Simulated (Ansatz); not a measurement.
AgI (zinc blende)

```
AgI
1.0
    0.00000     3.22493     3.22493
    3.22493     0.00000     3.22493
    3.22493     3.22493     0.00000
I Ag
1 1
Direct
  0.75000   0.75000   0.75000
  0.00000   0.00000   0.00000
```

Equation-of-state scan: isotropic scaling of the cell above, V₀ being its volume. Symmetry pins the atoms to their sites.

All values below come from PBEsol (plane waves to 420 eV, PAW, scalar-relativistic; Ansatz, an electronic-structure program). k mesh 9×9×9 (Γ-centred), Fermi-Dirac smearing 0.05 eV. Stress and pressure are positive under compression. AgI was relaxed with its symmetry unable to fall. Spin-orbit coupling is left out, though I is heavy.

At one point of the scan the stress tensor (GPa) is:

```
  -1.34     0.00     0.00
   0.00    -1.34     0.00
   0.00     0.00    -1.34
```

Task: Which point is it?
(A) V/V₀ = 1.060
(B) V/V₀ = 1.030
(C) V/V₀ = 1.045
(D) V/V₀ = 1.015

Result: C, V/V₀ = 1.045

(A scan under strain: stresses follow from slopes of the energy per volume, elastic moduli from its curvatures.)
